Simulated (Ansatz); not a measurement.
Deforming Gd

```xyz
2
Lattice="3.6419 0.0000 0.0000 -1.8210 3.1540 0.0000 0.0000 0.0000 5.9017" Properties=species:S:1:pos:R:3 pbc="T T T"
Gd    0.0000    2.1027    1.4754
Gd    1.8210    1.0513    4.4263
```

Atoms are numbered in the order listed.

Structure from Materials Project entry mp-155 (possibly hypothetical), not relaxed further.

Semilocal functionals without a Hubbard term describe localised f shells poorly; where the shell is localised, the real material differs.

The magnetic state is the one reached from the start moments; no search over orders was made, so it needn't be the ground state.

No spin–orbit coupling, which matters for the heavy atoms here.

All numbers below come from DFT, LDA, all-electron LAPW, scalar-relativistic (Ansatz 0.2.0).

Sampling and basis: a Γ-centred 12×12×6 k mesh, Fermi–Dirac smearing of 0.03 eV, basis error target 1 meV/atom, spin-polarised from start moments Gd1 7, Gd2 7 μB.

The unchanged cell is at -4.37 GPa.

In a metal, stresses and small energies carry noise from the k mesh.

x, y and z are the Cartesian axes of the cell as listed; fractional coordinates follow a strain, and an engineering shear is twice the off-diagonal strain component.

Question: One change gave: energy change +17 meV/atom; stress change (xx, yy, zz, yz, xz, xy) 0.85, 0.85, -1.82, 0.00, 0.00, 0.00 GPa, compression positive; moment 15.18 → 15.13 μB. Which change was it?
A. z strained by +1 % at fixed volume
B. atom 1 (Gd) moved by (0.0173, 0.0173, 0.0173) Å
C. z strained by +4 % at fixed volume

Answer: C. For z strained by +1 % at fixed volume: energy change +2 meV/atom; stress change (xx, yy, zz, yz, xz, xy) 0.20, 0.20, -0.48, 0.00, 0.00, 0.00 GPa, compression positive; moment 15.18 → 15.17 μB. For atom 1 (Gd) moved by (0.0173, 0.0173, 0.0173) Å: energy change under 1 meV/atom; stress change (xx, yy, zz, yz, xz, xy) -0.04, 0.04, 0.00, 0.00, 0.00, -0.04 GPa, compression positive; change of the force on Gd1 (-0.015, -0.015, -0.024) eV/Å; moment 15.18 → 15.18 μB.

Question: What force constant does this one finite step give for Gd1 along its displacement (all its periodic images move with it)?

Answer: k = −ΔF·u/|u|² = 1.03 eV/Å², so the force pulls the atom back.
